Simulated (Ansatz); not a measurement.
**BiPt: pressure against volume**

A database entry relaxed whole under r2SCAN (P6_3/mmc):

```xyz
4
Lattice="4.3808 0.0000 0.0000 -2.1904 3.7939 0.0000 0.0000 0.0000 5.5418" Properties=species:S:1:pos:R:3 pbc="T T T"
Bi    0.0000    2.5293    1.3854
Bi    2.1904    1.2646    4.1563
Pt    0.0000    0.0000    0.0000
Pt    0.0000    0.0000    2.7709
```

The cell was scaled uniformly, its shape held, and the atoms relaxed at each volume with plane-wave PAW DFT (Ansatz 0.2.0; r2SCAN, 500 eV, 9×9×6 Γ-centred mesh, fermi-dirac occupations of width 0.100 eV; no spin, no spin-orbit coupling). One row is withheld.

| volume (Å³/atom) | energy over the lowest (meV/atom) | pressure (GPa) |
| --- | --- | --- |
| 21.645 | 34.1 | 8.59 |
| 22.106 | 14.3 | 5.37 |
| 22.566 | 3.3 | 2.52 |
| 23.027 | 0.0 | -0.01 |
| 23.487 | 3.5 | -2.24 |
| 23.948 | ? | ? |
| 24.408 | 28.0 | -5.98 |

**Question.** Fit the pressures of the other rows to the third-order Birch-Murnaghan form.

**Answer.** With f = [(V₀/V)^(2/3) − 1]/2 and P = 3B₀f(1 + 2f)^(5/2)[1 + 3(B₀′ − 4)f/2], least squares gives V₀ = 23.03 Å³ an atom, B₀ = 119 GPa and B₀′ = 5.1; the rows miss the fit by less than 0.01 GPa. The slope of the energies differs from these pressures by 0.08 GPa, since they are taken to zero smearing while pressures follow the free energy.

**Question.** What does the withheld row hold?

**Answer.** The fit gives -4.22 GPa at 23.948 Å³; the run gave -4.23 GPa and 13.1 meV an atom.

Caveats: the shape of the cell was held, so B₀ is an upper bound where the axes differ in stiffness; 0 K, fixed nuclei; the symmetry was kept, and this need not be the phase that is stable at 0 K; one mesh for all volumes; the relaxed cell lies far from the entry, by an error of the functional or of the entry; pressure is positive in compression.
